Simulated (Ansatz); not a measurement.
FeO (rock salt, Fm-3m) at seven volumes, PBE (plane waves, PAW; program Ansatz), scaled uniformly. One row is withheld.

```tsv
V (Å³/atom)	P (GPa)
9.098	?
9.398	13.20
9.698	6.05
9.998	0.00
10.297	-5.13
10.597	-9.45
10.897	-13.08
```

Problem. Fit the shown pressures and predict the withheld one.

Solution. P = (3/2)B₀(x^(7/2) − x^(5/2))[1 + (3/4)(B′ − 4)(x − 1)] with x = (V₀/V)^(2/3). Least squares on the six rows gives V₀ = 9.997 Å³/atom, B₀ = 185 GPa, B′ = 4.61. At V = 9.098, x = 1.0648 and P = 21.68 GPa. The run itself gave 21.59 GPa.

The cell was relaxed with PBE under the symmetry of its start. Spin order of the final state: ferromagnetic, chosen from 3 collinear starts compared on coarse meshes (ties went to the first, and starts can fall back to one state), not a proven ground state. Textbook magnetic order: antiferromagnetic. No Hubbard U is applied.

Potentials: the later of the program's two PAW sets.
